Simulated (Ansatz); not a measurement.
One stationary structure of CdSe. These are r2SCAN (plane waves to 500 eV, PAW, scalar-relativistic; Ansatz, a program for electronic structure) values and carry that method's errors.

```xyz
2
Lattice="0.0000 2.8430 2.8430 2.8430 0.0000 2.8430 2.8430 2.8430 0.0000" Properties=species:S:1:pos:R:3 pbc="T T T"
Cd     2.8430     2.8430     2.8430
Se     0.0000     0.0000     0.0000
```

**Question.** Find the space group and the Wyckoff positions (tolerance 0.01 Å).

**Answer.** Space group Fm-3m (No. 225); a = b = c = 5.6860 Å, α = β = γ = 90.00°

```tsv
atom	site	symmetry	x	y	z
Cd	4b	m-3m	0.5000	0.5000	0.5000
Se	4a	m-3m	0.0000	0.0000	0.0000
```

This is the rock salt type.

**Question.** Give the shortest distances between elements (the closest pairs, up to four, under 3.6 Å).

**Answer.** Cd–Se 2.84 Å.

- Volume per atom: 22.98 Å³
- Band gap: no clear gap: the sampled points leave 0.02 eV away from the symmetry points, which may be a band crossing missed between them
- Smallest direct gap: 1.52 eV at Γ

No spin polarisation in the result.

The run could not lose the symmetry of its start.

The relaxed structure has the type that CdSe is known to take under pressure; here it was relaxed at zero pressure, from a generated start.
